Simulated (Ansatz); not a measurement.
KF:
Space group Fm-3m (No. 225); a = b = c = 5.318 Å, α = β = γ = 90.00°

| atom | site | symmetry | x | y | z |
|---|---|---|---|---|---|
| K | 4a | m-3m | 0.0000 | 0.0000 | 0.0000 |
| F | 4b | m-3m | 0.5000 | 0.5000 | 0.5000 |
(The calculation used a cell of 2 atoms; values per cell refer to that cell.)

Relaxed with r²SCAN. r²SCAN in the plane-wave PAW code Ansatz gives a gap of 6.91 eV.

Problem. What gap does HSE06 give on the same cell (Ansatz, PAW)?

Solution. 8.26 eV, 1.36 eV more. The hybrid was solved on a coarser mesh and at special points; its gap is the smallest among all of these.

```
k  v1 r²SCAN  c1 r²SCAN  v1 HSE06  c1 HSE06
-  ---------  ---------  --------  --------
Γ       0.00       6.91      0.00      8.26
X      -0.05       8.79         …         …
L      -0.35       9.75         …         …
W      -0.15      10.38         …         …
K      -0.18       9.58         …         …
```

Problem. Top valence (v1) and lowest conduction level (c1) in eV from each method's valence maximum (which need not be a listed point): supply the withheld HSE06 values.

Solution. 
- L, v1 HSE06: -0.36
- L, c1 HSE06: 11.28
- K, v1 HSE06: -0.17
- K, c1 HSE06: 11.14
- X, v1 HSE06: -0.05
- X, c1 HSE06: 10.35
- W, v1 HSE06: -0.14
- W, c1 HSE06: 11.96

Cost on shared cores: the r²SCAN run (SCF on a 9×9×9 mesh, then bands and DOS) very roughly 11 core-seconds, the HSE06 run (SCF on 7×7×7, then a few points) roughly 60 core-seconds; the tasks are unlike.

The cell was relaxed with r²SCAN under the symmetry of its start; phonons on a q-mesh show no instability.

Potentials: the later of the program's two PAW sets.
